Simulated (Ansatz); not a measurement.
Is this Al4C structure stable?

The structure comes from a generated guess, relaxed at this level; another structure or a mixture of phases may lie lower.

The calculation used Ansatz 0.2.0, DFT PBE, scalar-relativistic, plane waves, PAW. The final run on the 5-atom cell used 420 eV, a Γ-centred 15×15×4 mesh, 0.10 eV smearing and no spin polarisation.

```
CELL_PARAMETERS angstrom
3.05991 0.00000 0.00000
-1.52995 2.64996 0.00000
0.00000 0.00000 8.90409
ATOMIC_POSITIONS crystal
Al 0.33333 0.66667 0.88234
Al 0.33333 0.66667 0.37575
Al 0.66667 0.33333 0.11766
Al 0.66667 0.33333 0.62425
C 0.00000 0.00000 0.00000
```

The zero of energy is the elements' standard structures at the same level; no fitted shifts are applied.

**Question.** These tests were run: energy against the elements; phonons on a 3×3×1 q mesh; elastic tensor. What do they show?

**Answer.**

```
                       test                         result
energy against the elements                  +0.05 eV/atom
  phonons on a 3×3×1 q mesh  no imaginary mode on the mesh
             elastic tensor         least eigenvalue 7 GPa
```

It fails one test: energy against the elements. It may still be a metastable minimum. Undecided within the accuracy: elastic tensor.

The reference form of C is held partly by dispersion forces, which this level lacks. The run for the phonons used a 15×15×4 k mesh and Fermi–Dirac smearing of 0.15 eV. The run for the elastic tensor used a 15×15×4 k mesh and Fermi–Dirac smearing of 0.15 eV.
